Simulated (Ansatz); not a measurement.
# GeW4: start and end of a relaxation

A trial structure of GeW4 was built thus: random cell by space group and Wyckoff sites (P6/mmm, No. 191). Lengths were set from tabulated atomic sizes, so they are only a guess.

start.xyz

```xyz
5
Lattice="3.9916 0.0000 0.0000 -1.9958 3.4568 0.0000 0.0000 0.0000 7.8981" Properties=species:S:1:pos:R:3 pbc="T T T"
Ge    0.0000    0.0000    3.9490
W     0.0000    2.3046    3.9490
W     1.9958    1.1523    3.9490
W     0.0000    0.0000    1.0753
W     0.0000    0.0000    6.8228
```

These are results of DFT PBE, scalar-relativistic, plane waves, PAW in Ansatz, not measurements. Cutoff 420 eV, Gaussian smearing, Γ-centred meshes. Cell and atoms relax first on a coarse mesh and then on a finer one. In between, the cell is made exact in the group found at 0.06 Å. In metals the finer mesh still leaves noise of several meV/atom or more. The steps can't lower the symmetry of their start. No spin polarisation.

end.xyz

```xyz
5
Lattice="4.4670 0.0000 0.0000 -2.2335 3.8685 0.0000 0.0000 0.0000 7.0927" Properties=species:S:1:pos:R:3 pbc="T T T"
Ge    0.0000    0.0000    3.5464
W     0.0000    2.5790    3.5464
W     2.2335    1.2895    3.5464
W     0.0000    0.0000    1.0853
W     0.0000    0.0000    6.0074
```

The symmetry stays P6/mmm (No. 191). The volume per atom grows by 12.5 %, from 21.8 to 24.5 Å³. The shortest distance goes from 2.15 Å (W–W) to 2.17 Å (W–W). The ratio c/a of the conventional cell changes by a factor of 0.80. The energy falls by about 0.94 eV/atom (the start's value is from the coarse mesh).

For GeW4, the volume per atom is 24.51 Å³, the density is 10.95 g/cm³ and the formation energy is +2.52 eV/atom. The gap on the 12×12×6 mesh of the 5-atom cell is 0 eV (a metal).

Energies over the elements count from the elements' standard structures at the same level, with no fitted energy shifts. It can't be a ground state, since the elements alone are lower.

The last run used Gaussian smearing of 0.10 eV. These runs have no spin–orbit coupling, which can matter for W. The cell is a metal run without spin; a magnetic state may lie lower. Symmetry constrained the relaxation, so the result can be a saddle point. In all, the 4 runs took 3.4 min on 1 thread of Arm Neoverse V1 (shared host). Another cell of GeW4 relaxed alike, in Im-3m, lies 0.98 eV/atom lower, so this cell isn't the stable form at this level.
